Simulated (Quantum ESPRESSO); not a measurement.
## GaMg2FS3 (one run as intended and one with a planted mistake)

Computed values, not a measurement. The program is pw.x of Quantum ESPRESSO 7.5 (plane-wave density functional theory). The cell is made up: 7 atoms on a zincblende/diamond lattice with one site empty, with randomly drawn elements, strain and displacements, not relaxed. PseudoDojo standard norm-conserving files (v0.5 for PBE, v0.4.1 for LDA and PBEsol) set the functional; there is no spin polarisation, spin-orbit coupling or dispersion term, and the masses in the input are unused placeholders.

Intended input:

```
&control calculation='scf', pseudo_dir='./dojo.nc.sr.pbe.v0_5.standard.upf', outdir='./o', disk_io='medium', tprnfor=.true., tstress=.true. /
&system ibrav=0, nat=7, ntyp=4, nbnd=35, ecutwfc=84.00895049, nosym=.true., tot_charge=0,
 occupations='smearing', smearing='fd', degauss=0.0018374661
/
&electrons conv_thr=7.350e-09, electron_maxstep=60, /
ATOMIC_SPECIES
F 1.0 F.upf
Ga 1.0 Ga.upf
Mg 1.0 Mg.upf
S 1.0 S.upf
CELL_PARAMETERS angstrom
5.2479 0.0 0.0
0.0 5.2479 0.0
0.0 0.0 5.2479
ATOMIC_POSITIONS angstrom
Ga -0.0304 0.009 0.0326
Mg -0.0433 2.6335 2.6371
Mg 2.6592 -0.0004 2.5586
F 1.3774 1.3048 1.3511
S 1.3448 3.9659 3.9618
S 3.8987 1.2783 3.9571
S 3.9431 3.8695 1.2636
K_POINTS automatic
4 4 4 1 1 1
```

The log is shortened where brackets say so; the opening notice, blank lines, dates and the lines on written files are dropped, and the path of the files is cut. It prints rydbergs, bohrs and kilobars, and counts compression as positive stress. Where no state is partly filled, the Fermi energy that it prints is only some level between the filled and the empty states on the mesh, and need not lie in the true gap.

Log of the intended run:

```
     Program PWSCF v.7.5
     Parallel version (MPI & OpenMP), running on       1 processor cores
     Number of MPI processes:                 1
     Threads/MPI process:                     1
     [start-up lines left out]
     bravais-lattice index     =            0
     lattice parameter (alat)  =       9.9171  a.u.
     unit-cell volume          =     975.3338 (a.u.)^3
     number of atoms/cell      =            7
     number of atomic types    =            4
     number of electrons       =        58.00
     number of Kohn-Sham states=           35
     kinetic-energy cutoff     =      84.0090  Ry
     charge density cutoff     =     336.0358  Ry
     scf convergence threshold =      7.3E-09
     mixing beta               =       0.7000
     number of iterations used =            8  plain     mixing
     Exchange-correlation= PBE
                           (   1   4   3   4   0   0   0)
     [axes and pseudopotential details left out]
   Cartesian axes
     site n.     atom                  positions (alat units)
         1        Ga     tau(   1) = (  -0.0057928   0.0017150   0.0062120  )
         2        Mg     tau(   2) = (  -0.0082509   0.5018198   0.5025058  )
         3        Mg     tau(   3) = (   0.5067170  -0.0000762   0.4875474  )
         4        F      tau(   4) = (   0.2624669   0.2486328   0.2574554  )
         5        S      tau(   5) = (   0.2562549   0.7557118   0.7549305  )
         6        S      tau(   6) = (   0.7429067   0.2435831   0.7540349  )
         7        S      tau(   7) = (   0.7513672   0.7373426   0.2407820  )
     number of k points=    32  Fermi-Dirac smearing, width (Ry)=  0.0018
                       cart. coord. in units 2pi/alat
        k(    1) = (   0.1250000   0.1250000   0.1250000), wk =   0.0625000
        k(    2) = (   0.1250000   0.1250000   0.3750000), wk =   0.0625000
     [further k points left out]
     Dense  grid:   101505 G-vectors     FFT dimensions: (  60,  60,  60)
     Estimated max dynamical RAM per process >     125.90 MB
     Initial potential from superposition of free atoms
     starting charge      57.9956, renormalised to      58.0000
     Starting wfcs are   35 randomized atomic wfcs
     total cpu time spent up to now is       10.5 secs
     per-process dynamical memory:    69.6 Mb
     Self-consistent Calculation
     iteration #  1     ecut=    84.01 Ry     beta= 0.70
     Davidson diagonalization with overlap
     ethr =  1.00E-02,  avg # of iterations =  5.4
     total cpu time spent up to now is       37.5 secs
     total energy              =    -506.10447406 Ry
     estimated scf accuracy    <       0.59938042 Ry
     iteration #  2     ecut=    84.01 Ry     beta= 0.70
     Davidson diagonalization with overlap
     ethr =  1.03E-03,  avg # of iterations =  2.1
     total cpu time spent up to now is       59.5 secs
     total energy              =    -506.23533546 Ry
     estimated scf accuracy    <       0.42959419 Ry
     [iterations 3 to 8 left out]
     iteration #  9     ecut=    84.01 Ry     beta= 0.70
     Davidson diagonalization with overlap
     ethr =  3.89E-10,  avg # of iterations =  2.8
     total cpu time spent up to now is      194.4 secs
     total energy              =    -506.33968959 Ry
     estimated scf accuracy    <       0.00000005 Ry
     iteration # 10     ecut=    84.01 Ry     beta= 0.70
     Davidson diagonalization with overlap
     ethr =  8.61E-11,  avg # of iterations =  2.0
     total cpu time spent up to now is      220.8 secs
     End of self-consistent calculation
     [lines on levels left out]
     the Fermi energy is     5.3412 ev
!    total energy              =    -506.33968961 Ry
     estimated scf accuracy    <          1.9E-09 Ry
     smearing contrib. (-TS)   =      -0.00000000 Ry
     internal energy E=F+TS    =    -506.33968961 Ry
     The total energy is F=E-TS. E is the sum of the following terms:
     one-electron contribution =    -330.58359692 Ry
     hartree contribution      =     182.72769050 Ry
     xc contribution           =    -103.81609480 Ry
     ewald contribution        =    -254.66768839 Ry
     convergence has been achieved in  10 iterations
     Forces acting on atoms (cartesian axes, Ry/au):
     atom    1 type  2   force =     0.01133714   -0.01778809   -0.02950852
     atom    2 type  3   force =     0.05796099   -0.03042009   -0.00230736
     atom    3 type  3   force =    -0.04611030    0.02756216   -0.03070782
     atom    4 type  1   force =    -0.03090252   -0.02691418    0.01929466
     atom    5 type  4   force =     0.00070549    0.00384416    0.04826249
     atom    6 type  4   force =     0.01372719    0.02781225    0.05858210
     atom    7 type  4   force =    -0.00671800    0.01590379   -0.06361554
     Total force =     0.150232     Total SCF correction =     0.000088
     Computing stress (Cartesian axis) and pressure
          total   stress  (Ry/bohr**3)                   (kbar)     P=       45.54
   0.00032819   0.00011487   0.00002675           48.28       16.90        3.94
   0.00011487   0.00034145  -0.00005202           16.90       50.23       -7.65
   0.00002675  -0.00005202   0.00025905            3.94       -7.65       38.11
     init_run     :      8.46s CPU     10.45s WALL (       1 calls)
     electrons    :    192.79s CPU    210.24s WALL (       1 calls)
     forces       :      4.94s CPU      5.01s WALL (       1 calls)
     stress       :     17.68s CPU     17.77s WALL (       1 calls)
     [timing details left out]
     PWSCF        :   3m44.06s CPU   4m 3.84s WALL
     JOB DONE.
```

A second run has one planted mistake: the smearing is too wide. The input lines that differ, file-writing options aside:

```
- &system ibrav=0, nat=7, ntyp=4, nbnd=35, ecutwfc=84.00895049, nosym=.true., tot_charge=0,
+ &system ibrav=0, nat=7, ntyp=4, nbnd=53, ecutwfc=84.00895049, nosym=.true., tot_charge=0,
-  occupations='smearing', smearing='fd', degauss=0.0018374661
+  occupations='smearing', smearing='fd', degauss=0.0249895391
```

Its log:

```
     Program PWSCF v.7.5
     Parallel version (MPI & OpenMP), running on       1 processor cores
     Number of MPI processes:                 1
     Threads/MPI process:                     1
     [start-up lines left out]
     bravais-lattice index     =            0
     lattice parameter (alat)  =       9.9171  a.u.
     unit-cell volume          =     975.3338 (a.u.)^3
     number of atoms/cell      =            7
     number of atomic types    =            4
     number of electrons       =        58.00
     number of Kohn-Sham states=           53
     kinetic-energy cutoff     =      84.0090  Ry
     charge density cutoff     =     336.0358  Ry
     scf convergence threshold =      7.3E-09
     mixing beta               =       0.7000
     number of iterations used =            8  plain     mixing
     Exchange-correlation= PBE
                           (   1   4   3   4   0   0   0)
     [axes and pseudopotential details left out]
   Cartesian axes
     site n.     atom                  positions (alat units)
         1        Ga     tau(   1) = (  -0.0057928   0.0017150   0.0062120  )
         2        Mg     tau(   2) = (  -0.0082509   0.5018198   0.5025058  )
         3        Mg     tau(   3) = (   0.5067170  -0.0000762   0.4875474  )
         4        F      tau(   4) = (   0.2624669   0.2486328   0.2574554  )
         5        S      tau(   5) = (   0.2562549   0.7557118   0.7549305  )
         6        S      tau(   6) = (   0.7429067   0.2435831   0.7540349  )
         7        S      tau(   7) = (   0.7513672   0.7373426   0.2407820  )
     number of k points=    32  Fermi-Dirac smearing, width (Ry)=  0.0250
                       cart. coord. in units 2pi/alat
        k(    1) = (   0.1250000   0.1250000   0.1250000), wk =   0.0625000
        k(    2) = (   0.1250000   0.1250000   0.3750000), wk =   0.0625000
     [further k points left out]
     Dense  grid:   101505 G-vectors     FFT dimensions: (  60,  60,  60)
     Estimated max dynamical RAM per process >     143.64 MB
     Initial potential from superposition of free atoms
     starting charge      57.9956, renormalised to      58.0000
     Starting wfcs are   35 randomized atomic wfcs +   18 random wfcs
     total cpu time spent up to now is       10.8 secs
     per-process dynamical memory:    80.4 Mb
     Self-consistent Calculation
     iteration #  1     ecut=    84.01 Ry     beta= 0.70
     Davidson diagonalization with overlap
     ethr =  1.00E-02,  avg # of iterations =  7.6
     Threshold (ethr) on eigenvalues was too large:
     Diagonalizing with lowered threshold
     Davidson diagonalization with overlap
     ethr =  9.92E-04,  avg # of iterations =  1.3
     total cpu time spent up to now is       73.2 secs
     total energy              =    -506.13839206 Ry
     estimated scf accuracy    <       0.57327606 Ry
     iteration #  2     ecut=    84.01 Ry     beta= 0.70
     Davidson diagonalization with overlap
     ethr =  9.88E-04,  avg # of iterations =  2.7
     total cpu time spent up to now is       98.9 secs
     total energy              =    -506.24135034 Ry
     estimated scf accuracy    <       0.39578966 Ry
     [iterations 3 to 8 left out]
     iteration #  9     ecut=    84.01 Ry     beta= 0.70
     Davidson diagonalization with overlap
     ethr =  3.19E-10,  avg # of iterations =  2.8
     total cpu time spent up to now is      293.2 secs
     total energy              =    -506.34282225 Ry
     estimated scf accuracy    <       0.00000004 Ry
     iteration # 10     ecut=    84.01 Ry     beta= 0.70
     Davidson diagonalization with overlap
     ethr =  6.23E-11,  avg # of iterations =  2.0
     total cpu time spent up to now is      319.4 secs
     End of self-consistent calculation
     [lines on levels left out]
     the Fermi energy is     5.2326 ev
!    total energy              =    -506.34282226 Ry
     estimated scf accuracy    <          1.9E-09 Ry
     smearing contrib. (-TS)   =      -0.01369575 Ry
     internal energy E=F+TS    =    -506.32912650 Ry
     The total energy is F=E-TS. E is the sum of the following terms:
     one-electron contribution =    -330.60721251 Ry
     hartree contribution      =     182.75676290 Ry
     xc contribution           =    -103.81098850 Ry
     ewald contribution        =    -254.66768839 Ry
     convergence has been achieved in  10 iterations
     Forces acting on atoms (cartesian axes, Ry/au):
     atom    1 type  2   force =     0.01289211   -0.01474733   -0.02576850
     atom    2 type  3   force =     0.05824049   -0.03175600   -0.00377078
     atom    3 type  3   force =    -0.04658005    0.02861701   -0.03215121
     atom    4 type  1   force =    -0.02900402   -0.02555709    0.02104897
     atom    5 type  4   force =     0.00087363    0.00222615    0.04642437
     atom    6 type  4   force =     0.01220276    0.02778333    0.05647663
     atom    7 type  4   force =    -0.00862492    0.01343391   -0.06225947
     Total force =     0.147731     Total SCF correction =     0.000093
     Computing stress (Cartesian axis) and pressure
          total   stress  (Ry/bohr**3)                   (kbar)     P=       47.60
   0.00033867   0.00012363   0.00002484           49.82       18.19        3.65
   0.00012363   0.00035393  -0.00005455           18.19       52.07       -8.03
   0.00002484  -0.00005455   0.00027819            3.65       -8.03       40.92
     init_run     :      9.44s CPU     10.69s WALL (       1 calls)
     electrons    :    274.23s CPU    308.61s WALL (       1 calls)
     forces       :      2.96s CPU      3.00s WALL (       1 calls)
     stress       :     11.66s CPU     11.75s WALL (       1 calls)
     [timing details left out]
     PWSCF        :   4m58.56s CPU   5m34.47s WALL
     JOB DONE.
```

```
                                            intended run  run with the mistake
                          free energy (eV)     -6889.102             -6889.145
                    smearing term -TS (eV)        0.0000               -0.1863
                            pressure (GPa)          4.55                  4.76
            largest force component (eV/Å)         1.636                 1.601
largest change of a force component (eV/Å)                               0.096
                                iterations            10                    10
```

For scale, a rerun of the intended cell at 1437 eV and a 6 x 6 x 6 mesh moved values by no more than 0.003 eV in energy, 0.02 GPa in stress and 0.005 eV/Å in force. The number of bands, nbnd, was set by rule from the electron count and the smearing, so it follows the mistake.